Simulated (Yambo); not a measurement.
```
Na2PtH4
1.0
   -2.59727     2.59727     3.30875
    2.59727    -2.59727     3.30875
    2.59727     2.59727    -3.30875
H Na Pt
4 2 1
Cartesian
  1.16332   1.16332   0.00000
  1.43396   1.43396   3.30875
  1.43396  -1.43396   3.30875
 -1.43396   1.43396   3.30875
  0.00000   2.59727   1.65437
  2.59727   0.00000   1.65437
  0.00000   0.00000   0.00000
```

Workflow: LDA (Quantum ESPRESSO, PseudoDojo norm-conserving, 88 Ry, no spin-orbit coupling), then G0W0 in Yambo (4×4×4 Γ-centred k mesh, bands 7 to 132 and a 7 Ry block in the screening, 132 bands in G with the Bruneval-Gonze terminator, plasmon pole fitted at 27.2 eV).

Give the LDA and G0W0 gaps between the band edges found on this mesh, and say where the edges lie.

Edges: (0.25, -0.25, -0.5) → Z. LDA: 1.99 eV; G0W0: 3.65 eV. Convergence of the G0W0 settings was not tested. Spin-orbit coupling is left out, which matters for elements this heavy: edges can move by tenths of an eV.

Geometry of the Materials Project entry, not relaxed at this level.
